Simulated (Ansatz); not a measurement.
## Elastic constants of LaZn (Pm-3m), step by step

```yaml
crystal:
  lattice:
    - [3.69169, 0.00000, 0.00000]
    - [0.00000, 3.69169, 0.00000]
    - [0.00000, 0.00000, 3.69169]
  atoms:
    - { symbol: La, position: [0.50000, 0.50000, 0.50000] }
    - { symbol: Zn, position: [0.00000, 0.00000, 0.00000] }
```

Level of theory, where no other is named: PBEsol, all-electron LAPW in Ansatz 0.2.0, scalar-relativistic. k mesh 12×12×12, Fermi-Dirac smearing of 0.100 eV, basis error target 0.5 meV/atom. The cell was relaxed by PAW under this functional, which moved its volume by -5 % from the database entry's.

The cell is cubic and carries a residual pressure of 0.00 GPa at this level. Each strain component that symmetry leaves independent is applied at ±0.003, the ions relax wherever a strain frees them, and the stress (tension positive, GPa) is read. Shears are engineering strains, γ = 2ε.

| strain | size | σxx | σyy | σzz | σyz | σxz | σxy |
| --- | --- | --- | --- | --- | --- | --- | --- |
| xx | -0.003 | -0.2220 | -0.1250 | -0.1250 | 0.0000 | 0.0000 | 0.0000 |
| xx | +0.003 | 0.2216 | 0.1245 | 0.1245 | 0.0000 | 0.0000 | 0.0000 |
| yz | -0.003 | 0.0006 | 0.0003 | 0.0003 | -0.1157 | 0.0000 | 0.0000 |
| yz | +0.003 | 0.0006 | 0.0003 | 0.0003 | 0.1157 | 0.0000 | 0.0000 |

A central difference gives one constant, for example C11 ≈ (0.2216 − (-0.2220))/(0.006) = 73.9 GPa; the program then imposes the crystal's symmetry on the whole matrix.

Question: What are the independent elastic constants?

Answer: C11 = 73.9, C12 = 41.6, C44 = 38.6 GPa.

Question: Do they meet the Born conditions?

Answer: C11 − C12 = 32.3, C11 + 2C12 = 157.1 and C44 = 38.6 GPa must all be positive, so the crystal is elastically stable; that says nothing yet of its phonons.

Question: What moduli does a random aggregate of grains have?

Answer: B = (C11 + 2C12)/3 = 52.4 GPa. G_V = (C11 − C12 + 3C44)/5 = 29.6 and G_R = 5(C11 − C12)C44/(4C44 + 3(C11 − C12)) = 24.8, so G_H = 27.2 GPa. Then E = 9BG/(3B + G) = 69.6 GPa, ν = (3B − 2G)/(6B + 2G) = 0.279 and B/G = 1.92, on the ductile side of Pugh's 1.75 (a rule of thumb).

Question: With the density of 6.742 g/cm³, how fast does sound travel, and what Debye temperature follows?

Answer: 

```tsv
direction	slow (m/s)	middle (m/s)	fast (m/s)
[100]	2391	2391	3311
[110]	1549	2391	3779
[111]	1872	1872	3923
```

The mean of v⁻³ over directions and branches gives v_m = 2208 m/s and θ_D = (ħ/k_B) v_m (6π²n)^(1/3) = 224 K, n being atoms per volume. Young's modulus spans 44 to 93 GPa over directions, and the universal anisotropy index is 0.96.

Question: How far do the constants move if PAW replaces LAPW in the same cell?

Answer: 

```csv
constant,LAPW (GPa),PAW (GPa),difference
C11,73.9,73.8,-0.1
C12,41.6,41.6,0.0
C44,38.6,38.6,0.0
```

Question: What happens at 10 GPa (cell relaxed there)?

Answer: The volume falls to 0.8657 of its value, and C11 = 107.0, C12 = 80.3, C44 = 56.4 GPa (slopes of the stress), in this structure whether or not another phase takes over.

Known limits: responses of metals move with mesh and smearing; the frozen-core PAW files of the compared runs were fitted under PBE, their cores solved anew for this functional.
